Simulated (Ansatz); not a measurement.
Consider the following.

Starting cell, WS2 (2H-MoS2 type, space group P6_3/mmc):

```xyz
6
Lattice="3.1540 0.0000 0.0000 -1.5770 2.7315 0.0000 0.0000 0.0000 12.1415" Properties=species:S:1:pos:R:3 pbc="T T T"
W      0.0000     1.8210     3.0354
W      1.5770     0.9105     9.1061
S      0.0000     1.8210     7.5314
S      1.5770     0.9105     1.4606
S      1.5770     0.9105     4.6101
S      0.0000     1.8210    10.6808
```

In each cell atom 5 (S, nearest neighbour W at 2.407 Å; its periodic images, 3.2 Å or more away, move with it) moves by s·(0.000, 0.000, 1.000) (along Cartesian z), the rest being held.

Method: PBE-D3(BJ) (plane waves to 420 eV, PAW, scalar-relativistic; Ansatz, a program for electronic structure). k mesh 10×10×3 (Γ-centred), Fermi-Dirac smearing 0.05 eV. E stands for the smeared free energy. Spin-orbit coupling is left out, though W is heavy. WS2 is run without spin polarisation. WS2 was relaxed with its symmetry unable to fall. The zero of ΔE is the undisplaced structure.

The scan covers s from -0.240 to 0.240 Å in 11 points.

Q: Is the energy the same for displacements of ±0.240 Å, and if not, which side lies higher?

A: Not even: the negative side lies higher at ±0.240 Å. With its periodic images moving along, the atom's site symmetry in this cell is 3m..

Q: What force acts on the atom along the line at s = -0.240 Å?

A: 5.57 eV/Å.

Q: What is the energy change at s = 0.240 Å?

A: 446 meV/cell.

Q: What is the force constant k = d²E/ds² of this move at s = 0?

A: 18.6 eV/Å².

(For displaced atoms, the force is minus the slope of the energy, and its curvature is a force constant, which sets phonon frequencies.)
